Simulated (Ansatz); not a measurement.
# Ru, one cell by several methods

```xyz
2
Lattice="2.6785 0.0000 0.0000 -1.3392 2.3196 0.0000 0.0000 0.0000 4.2386" Properties=species:S:1:pos:R:3 pbc="T T T"
Ru    0.0000    1.5464    1.0597
Ru    1.3392    0.7732    3.1790
```

Atom numbers follow the list: Ru1, Ru2.

The conventional cell has a = 2.678 Å, b = 2.678 Å, c = 4.239 Å, α = 90.00°, β = 90.00°, γ = 120.00°. Around Ru (atom 1) lie 12 Ru at 2.62 to 2.68 Å.

The geometry is COD entry 9017842, unchecked; take it as a test cell. The listed cell was then made from it by scaling, straining or moving an atom.

Methods: DFT, PBEsol, PAW with Ansatz's default frozen-core files, scalar-relativistic (Ansatz 0.2.0); DFT, PBEsol, all-electron LAPW, scalar-relativistic (Ansatz 0.2.0).

For PAW: a Γ-centred 14×14×8 k mesh, Fermi–Dirac smearing of 0.03 eV, cutoff 420 eV, no spin polarisation; the PAW files were made with PBE, and the program remakes their frozen cores for this functional. LAPW targets a basis error of 0.5 meV/atom. The Ansatz runs share mesh, smearing and spin set-up. Plane-wave (PAW) pressures include the program's estimate of the Pulay term.

Stress and pressure are positive in compression.

The change that made this cell: volume scaled by 0.97.

```
       quantity   PAW  LAPW
 pressure (GPa)  4.16  4.14
stress xx (GPa)  4.68  4.67
stress zz (GPa)  3.11  3.07
```

PAW's pressure differs from the LAPW value by +0.02 GPa.
